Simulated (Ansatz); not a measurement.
Here is the system:

C:
```cif
data_C8
_chemical_formula_sum 'C8'
_space_group_name_H-M_alt 'I4/mmm'
_space_group_IT_number 139
_space_group_name_Hall '-I 4 2'
_cell_length_a 4.36482
_cell_length_b 4.36482
_cell_length_c 2.50160
_cell_angle_alpha 90.000
_cell_angle_beta 90.000
_cell_angle_gamma 90.000
loop_
_atom_site_label
_atom_site_type_symbol
_atom_site_symmetry_multiplicity
_atom_site_Wyckoff_symbol
_atom_site_fract_x
_atom_site_fract_y
_atom_site_fract_z
_atom_site_occupancy
C1 C 8 h 0.18030 0.18030 0.00000 1
```
(The calculation used a cell of 4 atoms; values per cell refer to that cell.)

This is the r²SCAN-relaxed structure.

Question: All from DFT-r²SCAN in the program Ansatz with PAW potentials, unless another level is named. Predict the smallest direct gap on the standard path.

Answer: 4.96 eV.

Question: Give the electron effective mass.

Answer: 0.35, 0.35, 0.50 mₑ (principal values).

Question: Predict the HSE06 gap on the r²SCAN cell.

Answer: 3.52 eV.

Question: Predict the band gap.

Answer: 2.67 eV (indirect).

Question: And the valence-band maximum?

Answer: at M.

The start of the workflow was typed in or built on a structure type; the Crystallography Open Database copy checked does not list it. It is not the phase usual at ambient conditions (space group No. 194, 227). The cell was relaxed with r²SCAN under the symmetry of its start; whether a distortion lowers the energy is not shown.

Potentials: the earlier of the program's two PAW sets.
